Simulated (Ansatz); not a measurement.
Relaxed ScAl3 (Cu3Au type):

```
CELL_PARAMETERS angstrom
      4.10545     0.00000     0.00000
      0.00000     4.10545     0.00000
      0.00000     0.00000     4.10545
ATOMIC_POSITIONS crystal
  Al 0.00000 0.50000 0.50000
  Al 0.50000 0.50000 0.00000
  Al 0.50000 0.00000 0.50000
  Sc 0.00000 0.00000 0.00000
```

Scan: atom 2 (Al, nearest neighbour Sc at 2.903 Å; its periodic images, 4.1 Å or more away, move with it) is displaced along Cartesian [111], direction (0.577, 0.577, 0.577) in Cartesian axes, by s. The other atoms stay.

Computed with PBE (plane waves to 420 eV, PAW, scalar-relativistic; Ansatz, a first-principles code). k mesh 9×9×9 (Γ-centred), Fermi-Dirac smearing 0.05 eV. Energies are smeared free energies. With partly filled bands, energies and forces of such displacements shift with the k mesh and the smearing. ScAl3 is run without spin polarisation. ScAl3 was relaxed with its symmetry unable to fall. The PAW data are Ansatz's earlier set. ΔE is measured from the undisplaced structure. The last digit holds for this mesh only.

```csv
s (Å),ΔE (meV/cell)
-0.290,245.9
-0.232,155.0
-0.174,86.1
-0.116,withheld
-0.058,9.4
0.000,0.0
0.058,9.4
0.116,withheld
0.174,86.1
0.232,155.0
0.290,245.9
```

**Question.** Fit an even polynomial form (powers 2, 4) to the given rows and predict ΔE at s = -0.116.

**Answer.** Least squares on the 9 given rows: ΔE = (2800)·s² + (1477)·s⁴, in meV/cell with s in Å; root-mean-square residual 0.03 meV/cell. At -0.116 the fit gives 37.9 meV/cell; the calculation gives 37.9 meV/cell, the same to the digits shown. The quadratic term alone would give 37.7 meV/cell.

(For displaced atoms, the force is minus the slope of the energy, and its curvature is a force constant, which sets phonon frequencies.)
